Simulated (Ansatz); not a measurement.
LiCu2P2:
```cif
data_Cu2LiP2
_chemical_formula_sum 'P2 Cu2 Li1'
_space_group_name_H-M_alt 'P 1'
_space_group_IT_number 1
_cell_length_a 5.47316
_cell_length_b 5.47316
_cell_length_c 5.47316
_cell_angle_alpha 138.730
_cell_angle_beta 138.730
_cell_angle_gamma 59.787
loop_
_space_group_symop_operation_xyz
  'x, y, z'
loop_
_atom_site_label
_atom_site_type_symbol
_atom_site_fract_x
_atom_site_fract_y
_atom_site_fract_z
_atom_site_occupancy
P1 P 0.38712 0.38712 0.00000 1
P2 P 0.61288 0.61288 0.00000 1
Cu1 Cu 0.75000 0.25000 0.50000 1
Cu2 Cu 0.25000 0.75000 0.50000 1
Li1 Li 0.00000 0.00000 0.00000 1
```

Relaxed with r²SCAN.

Problem. Tabulate the valence density and the electron localisation function along the shortest P–Li contact (2.93 Å), plane-wave PAW r²SCAN (Ansatz code).

Solution. 

```tsv
distance from P (Å)	density (e/Å³)	ELF
0.29	0.21	0.01
0.44	0.43	0.12
0.59	0.61	0.47
0.73	0.63	0.68
0.88	0.53	0.74
1.03	0.39	0.72
1.17	0.27	0.66
1.32	0.19	0.57
1.47	0.14	0.45
1.61	0.10	0.32
1.76	0.07	0.17
1.90	0.06	0.04
2.05	0.06	0.01
2.20	0.08	0.02
2.34	0.38	0.29
2.49	1.78	0.94
2.64	4.71	0.99
```

The density is the valence pseudo-density with augmentation charge, so density and ELF within about 1 Å of a nucleus are not all-electron values.

Space group I4/mmm. The workflow started from an entry of the Crystallography Open Database (COD). Its standing as an ambient phase is unchecked. Symmetry was held in the r²SCAN relaxation; whether a distortion lowers the energy is not shown. The run is not spin-polarised.

Potentials: the later of the program's two PAW sets.
